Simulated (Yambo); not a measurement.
MgS (rock salt, space group Fm-3m, No. 225), G0W0@LDA in Yambo (6×6×6 mesh, plasmon pole; 10 Ry block, no terminator). The number N of bands in W and G is varied.

```tsv
N	x = 1/N	gap Γ → X (eV)	shift of the valence edge (eV)
27	0.03704	4.492	-0.544
42	0.02381	4.532	-0.778
62	0.01613	4.585	-0.942
80	0.01250	?	?
```

Question: Basis-set arguments suggest E = E∞ + A x. Fix A and E∞ from the two rows above the withheld one, predict the row at 80 bands, and test the form.

Answer: Gap: A = (4.585 − (4.532))/(0.01613 − 0.02381) = -6.90, E∞ = 4.696 eV, so 4.610 eV is predicted; the run gave 4.616 eV (miss 6 meV). The first two rows have slope -3.02, so the form doesn't hold yet over the whole range. Shift: A = (-0.942 − (-0.778))/(0.01613 − 0.02381) = 21.4, E∞ = -1.286 eV, so -1.020 eV is predicted; the run gave -1.021 eV (miss 1 meV). The first two rows have slope 17.7, so the form doesn't hold yet over the whole range. The other settings are held fixed.

Geometry relaxed with LDA; primitive cell a = 3.628 Å, b = 3.628 Å, c = 3.628 Å, α = 60.00°, β = 60.00°, γ = 60.00°.

A shift is the quasiparticle energy of the state minus its LDA energy.
